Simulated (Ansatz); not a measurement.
Starting cell, WP (space group Pnma):

```
CELL_PARAMETERS angstrom
      5.66242     0.00000     0.00000
      0.00000     3.21033     0.00000
      0.00000     0.00000     6.18990
ATOMIC_POSITIONS crystal
  P  0.31764 0.75000 0.56512
  P  0.68236 0.25000 0.43488
  P  0.18236 0.25000 0.06512
  P  0.81764 0.75000 0.93488
  W  0.98679 0.75000 0.31172
  W  0.01321 0.25000 0.68828
  W  0.51321 0.25000 0.81172
  W  0.48679 0.75000 0.18828
```

The atoms are displaced by Q × the pattern below (from a DFPT mode at Γ, largest move 1; Q in Å), at fixed cell.

| atom | x | y | z |
|---|---|---|---|
| P1 | -0.494 | 0.000 | -0.870 |
| P2 | 0.494 | 0.000 | 0.870 |
| P3 | 0.494 | 0.000 | -0.870 |
| P4 | -0.494 | 0.000 | 0.870 |
| W5 | 0.019 | 0.000 | 0.071 |
| W6 | -0.019 | 0.000 | -0.071 |
| W7 | -0.019 | 0.000 | 0.071 |
| W8 | 0.019 | 0.000 | -0.071 |

Calculation: LDA (plane waves to 420 eV, PAW, scalar-relativistic; Ansatz, an electronic-structure program). k mesh 8×14×8 (Γ-centred), Fermi-Dirac smearing 0.05 eV. The energy includes the smearing's −TS. With partly filled bands, energies and forces of such displacements shift with the k mesh and the smearing. Spin-orbit coupling is left out, though W is heavy. WP is run without spin polarisation. WP was relaxed with its symmetry unable to fall. The zero of ΔE is the undisplaced structure. The last digit holds for this mesh only.

| Q (Å) | ΔE (meV/cell) |
|---|---|
| -0.2800 | 2629.7 |
| -0.2333 | 1828.5 |
| -0.1867 | 1172.9 |
| -0.1400 | 662.0 |
| -0.0933 | 295.9 |
| -0.0467 | 74.7 |
| 0.0000 | 0.0 |
| 0.0467 | 76.7 |
| 0.0933 | 311.2 |
| 0.1400 | withheld |
| 0.1867 | 1289.7 |
| 0.2333 | 2057.0 |
| 0.2800 | 3030.8 |

Problem. Fit a polynomial form (powers 2, 3, 4) to the given rows and predict ΔE at Q = 0.1400.

Solution. Least squares on the 12 given rows: ΔE = (34720)·Q² + (9094)·Q³ + (17610)·Q⁴, in meV/cell with Q in Å; root-mean-square residual 0.80 meV/cell. At 0.1400 the fit gives 712.2 meV/cell; the calculation gives 712.0 meV/cell, so the interpolation is off by 0.2 (+0.0 %). The quadratic term alone would give 680.5 meV/cell.

(For displaced atoms, the force is minus the slope of the energy, and its curvature is a force constant, which sets phonon frequencies.)
